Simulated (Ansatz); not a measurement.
Given:

Sb (A7 type, space group R-3m)

```cif
data_Sb2
_chemical_formula_sum 'Sb2'
_space_group_name_H-M_alt 'P 1'
_space_group_IT_number 1
_cell_length_a 4.53244
_cell_length_b 4.53244
_cell_length_c 4.53244
_cell_angle_alpha 57.037
_cell_angle_beta 57.037
_cell_angle_gamma 57.037
loop_
_space_group_symop_operation_xyz
  'x, y, z'
loop_
_atom_site_label
_atom_site_type_symbol
_atom_site_fract_x
_atom_site_fract_y
_atom_site_fract_z
_atom_site_occupancy
Sb1 Sb 0.23324 0.23324 0.23324 1
Sb2 Sb 0.76676 0.76676 0.76676 1
```

E(V) scan at fixed shape, V₀ the volume above. The atoms relax within the cell's symmetry.

Calculation: r2SCAN+rVV10 (plane waves to 500 eV, PAW, scalar-relativistic; Ansatz, a quantum-chemistry and plane-wave program). k mesh 13×13×13 (Γ-centred), Fermi-Dirac smearing 0.05 eV. Energies are smeared free energies. Stress and pressure are positive under compression. With the shape held, the modulus is that of even scaling; a crystal free to change shape is softer. Sb was relaxed with its symmetry unable to fall. Spin-orbit coupling is left out, though Sb is heavy. The zero of ΔE is the relaxed starting cell.

The scan covers V/V₀ from 0.940 to 1.060 in 9 points.

**Question.** What is the fitted pressure derivative B₀′?

**Answer.** 3.9.

**Question.** What bulk modulus at fixed cell shape B₀ follows from a third-order Birch-Murnaghan fit?

**Answer.** 43.3 GPa.

(Under strain, the slope of the energy per volume gives the stress and its curvature an elastic modulus.)
